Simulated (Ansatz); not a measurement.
YPd:
```
YPd
1.0
    1.85707    -5.24405     0.00000
    1.85707     5.24405     0.00000
    0.00000     0.00000     4.57775
Y Pd
2 2
Direct
  0.86298   0.13702   0.75000
  0.13702   0.86298   0.25000
  0.58540   0.41460   0.75000
  0.41460   0.58540   0.25000
```

Relaxed with r²SCAN. Special points in fractions of this cell's reciprocal vectors: Γ (0.000, 0.000, 0.000); Y (-0.500, 0.500, 0.000); C0 (-0.281, 0.719, 0.000); Σ0 (0.281, 0.281, 0.000); Z (0.000, 0.000, 0.500); A0 (0.281, 0.281, 0.500); E0 (-0.281, 0.719, 0.500); T (-0.500, 0.500, 0.500); S (0.000, 0.500, 0.000); R (0.000, 0.500, 0.500).

Task: List the band energies nearest the Fermi level at these points for the program Ansatz at the r²SCAN level (PAW).

Result: In eV from the Fermi level; about four levels below and three above (degenerate sets whole), none deeper than 8.9 eV; points with the same levels are listed once.

| k | below | above |
|---|---|---|
| Γ | -2.90 -2.83 -2.38 -1.67 | 0.72 1.41 1.66 |
| Y | -2.92 -2.90 -2.77 -2.53 | 0.69 1.02 1.45 |
| C0 | -2.26 -1.17 -1.11 -0.36 | 0.60 1.35 2.16 |
| Z | -2.69 -2.69 -2.48 -2.48 | 0.28 0.28 1.45 1.45 |
| A0 | -2.55 -2.55 -1.58 -1.58 | 0.05 0.05 0.78 0.78 |
| T | -2.79 -2.79 -0.95 -0.95 | 2.03 2.03 2.67 2.67 |
| S | -2.05 -1.76 -0.60 -0.27 | 0.64 0.93 1.81 |
| R | -2.45 -2.45 -1.63 -1.63 | 0.06 0.06 1.08 1.08 |

Space group Cmcm. The first step of the workflow began from a Materials Project structure, measured or hypothetical; the Crystallography Open Database copy checked does not list it. Its standing as an ambient phase is unchecked. Symmetry was held in the r²SCAN relaxation; whether a distortion lowers the energy is not shown. The run is not spin-polarised. Scalar-relativistic: spin–orbit coupling is off unless named, which matters more the heavier the elements.

Potentials: the later of the program's two PAW sets.
